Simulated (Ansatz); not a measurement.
CdTe:
```yaml
crystal:
  lattice:
    - [4.56214, 0.00000, 0.00000]
    - [-2.28107, 3.95093, 0.00000]
    - [0.00000, 0.00000, 10.46962]
  atoms:
    - { symbol: Cd, position: [0.00000, 0.49982, 0.66667] }
    - { symbol: Cd, position: [0.50018, 0.50018, 0.00000] }
    - { symbol: Cd, position: [0.49982, 0.00000, 0.33333] }
    - { symbol: Te, position: [0.00000, 0.49992, 0.16667] }
    - { symbol: Te, position: [0.50008, 0.50008, 0.50000] }
    - { symbol: Te, position: [0.49992, 0.00000, 0.83333] }
```

Relaxed with r²SCAN. Independent-particle spectrum: no excitons, no local fields, no scissors shift; 0.1 eV broadening; ε₁ of the summed bands alone.

Question: Tabulate the dielectric function from the program Ansatz at the r²SCAN level (PAW).

Answer: 

| E (eV) | ε₁ xx | ε₂ xx | ε₁ zz | ε₂ zz |
|---|---|---|---|---|
| 0.0 | 9.24 | 0.00 | 11.32 | 0.00 |
| 0.3 | 9.31 | 0.00 | 11.47 | 0.00 |
| 0.6 | 9.54 | 0.00 | 12.17 | 0.04 |
| 0.9 | 10.01 | 0.03 | 12.60 | 1.50 |
| 1.2 | 10.93 | 0.54 | 12.31 | 1.85 |
| 1.5 | 11.10 | 1.29 | 12.67 | 1.95 |
| 1.8 | 11.55 | 1.60 | 13.65 | 2.05 |
| 2.1 | 12.70 | 1.88 | 15.77 | 2.27 |
| 2.4 | 16.03 | 3.01 | 22.46 | 3.47 |
| 2.7 | 19.71 | 12.05 | 20.88 | 23.95 |
| 3.0 | 5.19 | 12.41 | -1.24 | 16.69 |
| 3.3 | 6.43 | 11.56 | 8.38 | 13.55 |
| 3.6 | 4.74 | 11.36 | 1.02 | 20.78 |
| 3.9 | 3.07 | 8.98 | -0.86 | 9.65 |
| 4.2 | 5.50 | 9.97 | 2.24 | 10.85 |
| 4.5 | 4.92 | 10.75 | -2.18 | 13.12 |
| 4.8 | 2.03 | 14.29 | -1.73 | 7.23 |
| 5.1 | -1.49 | 11.35 | -1.21 | 8.93 |
| 5.4 | -3.66 | 9.07 | -2.23 | 7.30 |
| 5.7 | -2.77 | 6.80 | -1.29 | 7.14 |
| 6.0 | -2.08 | 6.55 | -3.16 | 6.85 |
| 6.3 | -2.74 | 5.20 | -3.44 | 5.55 |
| 6.6 | -2.06 | 4.56 | -2.95 | 4.28 |
| 6.9 | -1.69 | 4.14 | -2.50 | 3.41 |
| 7.2 | -1.82 | 4.34 | -2.48 | 3.37 |
| 7.5 | -2.09 | 3.85 | -2.04 | 2.66 |
| 7.8 | -2.12 | 3.27 | -1.60 | 2.42 |
| 8.1 | -1.97 | 2.92 | -1.75 | 2.95 |
| 8.4 | -2.03 | 2.50 | -1.88 | 2.23 |
| 8.7 | -1.79 | 2.22 | -1.65 | 2.00 |
| 9.0 | -1.75 | 1.89 | -1.61 | 1.63 |
| 9.3 | -1.49 | 1.49 | -1.26 | 1.41 |
| 9.6 | -1.24 | 1.31 | -1.12 | 1.30 |
| 9.9 | -0.98 | 1.18 | -0.88 | 1.15 |
| 10.2 | -0.74 | 1.15 | -0.70 | 1.10 |
| 10.5 | -0.59 | 1.19 | -0.50 | 1.16 |
| 10.8 | -0.65 | 1.24 | -0.57 | 1.27 |
| 11.1 | -0.58 | 1.03 | -0.56 | 1.11 |
| 11.4 | -0.47 | 1.13 | -0.51 | 1.14 |
| 11.7 | -0.58 | 0.89 | -0.58 | 0.88 |
| 12.0 | -0.37 | 0.79 | -0.37 | 0.82 |

Question: From ε at 1.3 eV (xx: 11.02 + 0.90i), find n, k, the normal reflectivity and the absorption coefficient.

Answer: n = 3.32, k = 0.135, R = 29 %, α = 2kE/ħc = 18000 cm⁻¹.

With all bands, ε∞ without local fields is 9.41 (xx = yy), 11.5 (zz).

Space group P6_422. The workflow started from a Materials Project entry (that database holds measured and hypothetical structures alike); the Crystallography Open Database copy checked does not list it. It is not the phase usual at ambient conditions (space group No. 216). The r²SCAN relaxation kept the symmetry of its start; its stability against distortions is not shown here. Scalar-relativistic: spin–orbit coupling is off unless named, which matters more the heavier the elements.

Potentials: the earlier of the program's two PAW sets. The files were generated under PBE; for other functionals the program regenerates the frozen cores, and for LDA and PBEsol the local potential too.
